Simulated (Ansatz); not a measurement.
Data:

ZnRh (CsCl type, Pm-3m), a = b = c = 2.9446 Å, α = β = γ = 90.00°.

This is the LDA-relaxed structure.

All from LDA in the plane-wave PAW code Ansatz, unless another level is named. Predict the Young's modulus.

231 GPa.

What about the highest zone-centre frequency?

7.20 THz.

The first step of the workflow began from a Materials Project structure, measured or hypothetical; the Crystallography Open Database copy checked does not list it. With Zn and Rh taken as one species the cell has the higher symmetry Im-3m, so it may be an ordered model of a mixed-site phase. Its standing as an ambient phase is unchecked. Symmetry was held in the LDA relaxation; of distortions, only those at the zone centre were tested. No spin polarisation was allowed. As this level gives no gap, phonon frequencies hold no LO–TO term and depend on the k-mesh and smearing (Fermi–Dirac, 0.1 eV here).

Potentials: the later of the program's two PAW sets.
